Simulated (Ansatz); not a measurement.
Sn2GeTe3:
```cif
data_GeSn2Te3
_chemical_formula_sum 'Sn2 Ge1 Te3'
_space_group_name_H-M_alt 'P-3m1'
_space_group_IT_number 164
_space_group_name_Hall '-P 3 2"'
_cell_length_a 4.35147
_cell_length_b 4.35147
_cell_length_c 10.68643
_cell_angle_alpha 90.000
_cell_angle_beta 90.000
_cell_angle_gamma 120.000
loop_
_atom_site_label
_atom_site_type_symbol
_atom_site_symmetry_multiplicity
_atom_site_Wyckoff_symbol
_atom_site_fract_x
_atom_site_fract_y
_atom_site_fract_z
_atom_site_occupancy
Sn1 Sn 2 d 0.66667 0.33333 0.17441 1
Ge1 Ge 1 b 0.00000 0.00000 0.50000 1
Te1 Te 2 d 0.33333 0.66667 0.34918 1
Te2 Te 1 a 0.00000 0.00000 0.00000 1
```

Relaxed with PBEsol.

Question: Which orbitals make up the states near the Fermi level in DFT-PBEsol in the program Ansatz with PAW potentials?

Answer: Within 0.5 eV of the Fermi level: Sn 5p 46 %, Ge 4p 24 %, Te 5p 14 %, Te 5s 8 %. Projections are on Löwdin-orthogonalised atomic valence shells; empty p or d shells of many metals are not among them.

Question: Tabulate the density of states.

Answer: States/eV per cell of 6 atoms, in 0.25 eV bins, energy from the Fermi level.

| E (eV) | total | Te 5p | Sn 5p | Ge 4p |
|---|---|---|---|---|
| -7.85 | 2.72 | 0.76 | 0.03 | 0.03 |
| -7.60 | 3.97 | 1.01 | 0.05 | 0.05 |
| -7.35 | 2.72 | 0.64 | 0.03 | 0.04 |
| -7.10 | 2.71 | 0.56 | 0.04 | 0.04 |
| -6.85 | 1.40 | 0.29 | 0.01 | 0.02 |
| -6.60 | 0.73 | 0.16 | 0.01 | 0.01 |
| -6.35 | 0.50 | 0.11 | 0.00 | 0.01 |
| -6.10 | 0.37 | 0.07 | 0.00 | 0.01 |
| -5.85 | 0.45 | 0.12 | 0.04 | 0.03 |
| -5.60 | 1.06 | 0.47 | 0.24 | 0.14 |
| -5.35 | 1.63 | 0.80 | 0.40 | 0.25 |
| -5.10 | 1.91 | 0.99 | 0.46 | 0.31 |
| -4.85 | 2.04 | 1.11 | 0.52 | 0.32 |
| -4.60 | 2.55 | 1.41 | 0.65 | 0.36 |
| -4.35 | 3.04 | 1.71 | 0.74 | 0.42 |
| -4.10 | 3.56 | 2.05 | 0.82 | 0.50 |
| -3.85 | 4.55 | 2.69 | 1.01 | 0.63 |
| -3.60 | 4.68 | 2.81 | 1.01 | 0.61 |
| -3.35 | 4.56 | 2.78 | 0.98 | 0.53 |
| -3.10 | 4.36 | 2.69 | 0.93 | 0.45 |
| -2.85 | 4.70 | 2.92 | 0.94 | 0.48 |
| -2.60 | 4.54 | 2.92 | 0.83 | 0.44 |
| -2.35 | 4.50 | 2.94 | 0.77 | 0.40 |
| -2.10 | 4.54 | 3.15 | 0.69 | 0.30 |
| -1.85 | 4.39 | 3.16 | 0.57 | 0.23 |
| -1.60 | 3.08 | 1.94 | 0.47 | 0.18 |
| -1.35 | 2.91 | 1.70 | 0.42 | 0.19 |
| -1.10 | 3.75 | 2.29 | 0.43 | 0.22 |
| -0.85 | 3.51 | 2.09 | 0.37 | 0.22 |
| -0.60 | 2.03 | 1.12 | 0.23 | 0.14 |
| -0.35 | 0.39 | 0.20 | 0.05 | 0.04 |
| -0.10 | 0.00 | 0.00 | 0.00 | 0.00 |
| 0.15 | 0.34 | 0.03 | 0.17 | 0.08 |
| 0.40 | 2.92 | 0.19 | 1.55 | 0.80 |
| 0.65 | 5.22 | 0.46 | 2.67 | 1.46 |
| 0.90 | 4.61 | 0.66 | 2.15 | 1.21 |
| 1.15 | 3.62 | 0.70 | 1.60 | 0.85 |
| 1.40 | 3.33 | 0.75 | 1.49 | 0.66 |
| 1.65 | 2.97 | 0.74 | 1.31 | 0.54 |
| 1.90 | 3.25 | 0.87 | 1.42 | 0.54 |
| 2.15 | 3.59 | 0.95 | 1.45 | 0.54 |
| 2.40 | 3.40 | 0.84 | 1.15 | 0.50 |
| 2.65 | 4.56 | 1.11 | 1.41 | 0.63 |
| 2.90 | 4.41 | 1.13 | 1.40 | 0.59 |
| 3.15 | 4.84 | 1.23 | 1.54 | 0.61 |
| 3.40 | 5.37 | 1.41 | 1.68 | 0.69 |
| 3.65 | 4.43 | 1.21 | 1.27 | 0.61 |
| 3.90 | 4.17 | 1.05 | 1.14 | 0.53 |
| 4.15 | 4.64 | 1.14 | 1.21 | 0.59 |
| 4.40 | 4.87 | 1.12 | 1.18 | 0.57 |

The first step of the workflow began from a Materials Project structure, measured or hypothetical; the Crystallography Open Database copy checked does not list it. Whether it is the stable phase at ambient conditions was not checked. The cell was relaxed with PBEsol under the symmetry of its start; of distortions, only those at the zone centre were tested, and some modes there are weakly imaginary. Scalar-relativistic: spin–orbit coupling is off unless named, which matters more the heavier the elements.

Potentials: the later of the program's two PAW sets.
